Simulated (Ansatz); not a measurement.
Input and command of a plane-wave DFT calculation in Ansatz:

```yaml
crystal:
  lattice:
    - [-1.8824675872, 1.8824675872, 4.2049925324]
    - [1.8824675872, -1.8824675872, 4.2049925324]
    - [1.8824675872, 1.8824675872, -4.2049925324]
  atoms:
    - { symbol: K, position: [0.0, 0.0, 0.0] }
    - { symbol: C, position: [0.5, 0.5, 0.0], spin: 1.0 }
    - { symbol: C, position: [0.25, 0.75, 0.5], spin: 1.0 }
    - { symbol: C, position: [0.75, 0.25, 0.5], spin: 1.0 }
basis:
  ecutwfc: 420
kpoints:
  mp_grid: { grid: [6, 6, 6] }
hamiltonian:
  xc: pbe
scf:
  occupations: { method: gaussian, width: 0.1 }
  lower_state_search: "off"
output:
  forces: true
  stress: true
  eigenvalues: true
  populations: true
magnetization:
  spin_polarized: true
```

```bash
ansatz run input.yaml --threads 1 --pin off --max-ram 2560MiB --backend cpu --events-out ev --progress --plain --runs-dir out
```

Processor: Intel(R) Xeon(R) 6975P-C (Granite Rapids), 1 thread, on a host shared with other jobs.

Problem. Estimate time, memory and problem size.

Solution. About 4.8 s on 1 thread of Intel(R) Xeon(R) 6975P-C (Granite Rapids) (shared host), peak memory 0.38 GiB. It solves 16 bands at 30 k points (the mesh reduced by the symmetry that the task leaves, which can be less than the crystal's) with about 1179 plane waves, in 29 SCF iterations.
